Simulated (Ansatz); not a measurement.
Space group Fm-3m (No. 225). a = 5.962 Å, b = 5.962 Å, c = 5.962 Å, α = 90.00°, β = 90.00°, γ = 90.00°
| atom | site | symmetry | x | y | z |
| --- | --- | --- | --- | --- | --- |
| Pb | 4a | m-3m | 0.0000 | 0.0000 | 0.0000 |
| F | 8c | -43m | 0.2500 | 0.7500 | 0.7500 |

Equation of state of this PbF₂ structure (not necessarily the ground state), with shape and atoms relaxed at each volume where symmetry leaves them free. Method: DFT PBE+D3(BJ), scalar-relativistic, plane waves, PAW in Ansatz.

Plane waves to 420 eV, a k mesh through Γ of 8×8×8 on the computed 3-atom cell and Gaussian smearing (0.02 eV); no spin polarisation.

| V (Å³/atom) | E − E(largest V) (meV/atom) | P (GPa) | gap on mesh (eV) |
| --- | --- | --- | --- |
| 15.543 | 42.42 | 12.16 | 4.37 |
| 16.073 | 8.72 | 8.29 | 4.39 |
| 16.603 | -13.12 | 5.03 | 4.41 |
| 17.133 | -25.15 | 2.30 | 4.42 |
| 17.663 | -28.85 | 0.01 | 4.42 |
| 18.193 | -25.61 | -1.92 | 4.42 |
| 18.723 | -16.63 | -3.45 | 4.40 |
| 19.429 | 0.00 | -3.42 | 4.36 |

Q: Fit a third-order Birch–Murnaghan equation to E(V).

A: V0 = 17.67 Å³/atom, B0 = 66 GPa, B0' = 6.2.

Spin-orbit coupling is left out, which matters for the bands of heavy elements. An atom lies near a switch of its D3 coefficient C6 between reference coordination numbers, so the dispersion energy changes steeply there and can make or shift the minimum.

Cost: 8 runs of about 0.38 core-minutes in all, on Intel Xeon (Skylake/Cascade Lake) (shared hosts).